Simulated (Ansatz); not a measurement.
## Run times of several calculations on SiO2

Cell: 12 atoms, space group P4_12_12, a = 4.989 Å, b = 4.989 Å, c = 6.991 Å, α = 90.00°, β = 90.00°, γ = 90.00°.

All runs are DFT with Ansatz 0.2.0 on 1 thread of Arm Neoverse V1 (aarch64; 8 cores open to the job, memory cap 2.5 GiB, no GPU), a shared host.

(1) Rank the runs by wall time, shortest first.
A. single point, PBE, 420 eV, 4×4×3 k-points, smearing 0.02 eV
B. single point at relaxed positions, r2SCAN, 500 eV, 4×4×3 k-points, smearing 0.02 eV
C. relaxation of the ions, PBE, 420 eV, 4×4×3 k-points, smearing 0.02 eV

Results:

(1) A (12 s, 0.37 GiB), B (28 s, 0.7 GiB), C (41 s, 0.4 GiB).
